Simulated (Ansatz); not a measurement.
Sn:
```
Sn
1.0
   -2.92915     2.92915     1.60730
    2.92915    -2.92915     1.60730
    2.92915     2.92915    -1.60730
Sn
2
Direct
  0.75000   0.25000   0.50000
  0.00000   0.00000   0.00000
```

Relaxed with r²SCAN. Special points in fractions of this cell's reciprocal vectors: Γ (0.000, 0.000, 0.000); X (0.000, 0.000, 0.500); M (-0.500, 0.500, 0.500); Z (0.325, 0.325, -0.325); Z0 (-0.325, 0.675, 0.325); P (0.250, 0.250, 0.250); N (0.000, 0.500, 0.000).

Question: List the band energies nearest the Fermi level at these points for the program Ansatz at the r²SCAN level (PAW).

Answer: In eV from the Fermi level; about four levels below and three above (degenerate sets whole), none deeper than 8.9 eV; points with the same levels are listed once.

```json
[
 {"k": "Γ", "below": "-3.61 -2.07 -2.07", "above": "3.42 6.55 6.55"},
 {"k": "X", "below": "–", "above": "0.61 0.61 1.85 1.85"},
 {"k": "M", "below": "-7.78 -7.78 -4.92 -4.92", "above": "5.17 5.17 9.90 9.90"},
 {"k": "Z", "below": "-5.75 -3.11 -3.04 -3.04", "above": "3.31 5.90 5.90"},
 {"k": "P", "below": "-6.20 -6.20 -3.65 -3.65", "above": "3.69 3.69 4.21 4.21"},
 {"k": "N", "below": "-5.58 -2.31 -1.79 -1.26", "above": "2.53 3.01 4.93"}
]
```

Space group I4_1/amd (β-Sn type). The r²SCAN relaxation kept the symmetry of its start. Scalar-relativistic: spin–orbit coupling is off unless named, which matters more the heavier the elements.

Potentials: the later of the program's two PAW sets.
